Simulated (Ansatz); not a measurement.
The start is a randomly generated symmetric cell of TiAl (space group No. 183). Cell shape, volume and atoms are optimised at zero target pressure with r2SCAN (plane waves to 500 eV, PAW, scalar-relativistic; Ansatz, an electronic-structure program). First-step values are on the input's coarse k-mesh.

Ansatz input (later rounds restart from its end on a renewed k-mesh):
Ansatz 0.2 input:
```yaml
crystal:
  lattice:
    - [4.6869294, 0, 0]
    - [-2.3434647, 4.0589999, 0]
    - [0, 0, 7.6986561]
  atoms:
    - { symbol: Al, position: [0.5, 0, 0.69791188] }
    - { symbol: Al, position: [0, 0.5, 0.69791188] }
    - { symbol: Al, position: [0.5, 0.5, 0.69791188] }
    - { symbol: Al, position: [0, 0, 0.53534189] }
    - { symbol: Ti, position: [0.5, 0, 0.39245899] }
    - { symbol: Ti, position: [0, 0.5, 0.39245899] }
    - { symbol: Ti, position: [0.5, 0.5, 0.39245899] }
    - { symbol: Ti, position: [0, 0, 0.05346361] }
basis: { ecutwfc: 500, ecutrho_ratio: 4, xc_grid: 4, fft_grid_basis: typed }
kpoints: { mp_grid: { grid: [8, 8, 5] } }
hamiltonian:
  xc: r2scan
  dispersion: none
  pseudopotentials: { kind: paw }
scf: { occupations: { method: fermi_dirac, width: 0.05 } }
relax: { f_tol: 0.01, max_steps: 100, cell: { stress_tol: 0.02 } }
output: { forces: true, stress: true }
```

Question: How much energy is released per atom?

Answer: About 1.2 eV/atom.

Question: How does the volume per atom move from start to end?

Answer: -7.9 %, from 18.31 to 16.86 Å³/atom.

Question: How do the shortest distances between atoms change?

Answer: The closest pairs of elements (up to four, under 3.6 Å), start → end: Al–Al 2.34 → 2.68 Å; Ti–Ti 2.34 → 2.68 Å; Al–Ti 2.35 → 2.63 Å.

Question: Give the final cell and atomic positions.

Answer: 
```cif
data_Al4Ti4
_chemical_formula_sum 'Al4 Ti4'
_space_group_name_H-M_alt 'P6mm'
_space_group_IT_number 183
_space_group_name_Hall 'P 6 -2'
_cell_length_a 5.36666
_cell_length_b 5.36666
_cell_length_c 5.40751
_cell_angle_alpha 90.000
_cell_angle_beta 90.000
_cell_angle_gamma 120.000
loop_
_atom_site_label
_atom_site_type_symbol
_atom_site_symmetry_multiplicity
_atom_site_Wyckoff_symbol
_atom_site_fract_x
_atom_site_fract_y
_atom_site_fract_z
_atom_site_occupancy
Al1 Al 3 c 0.50000 0.50000 0.19172 1
Al2 Al 1 a 0.00000 0.00000 0.48255 1
Ti1 Ti 3 c 0.50000 0.50000 0.70435 1
Ti2 Ti 1 a 0.00000 0.00000 0.96931 1
```

The space group stays P6mm (No. 183) (the run could not lower it), with 8 atoms in the primitive cell. Final values are on a 10×10×9 k-mesh of the relaxed cell. The start holds a very short contact (Al–Al 2.34 Å). No spin polarisation in the result.

The run could not lose the symmetry of its start: the end is stationary, and may be a saddle point rather than a minimum.

The relaxed structure here is a generated cell of TiAl: the first start was made by a random draw of sites in a space group, and the end was not matched to a known phase here, so it may be hypothetical. Known forms of TiAl include space group No. 123.
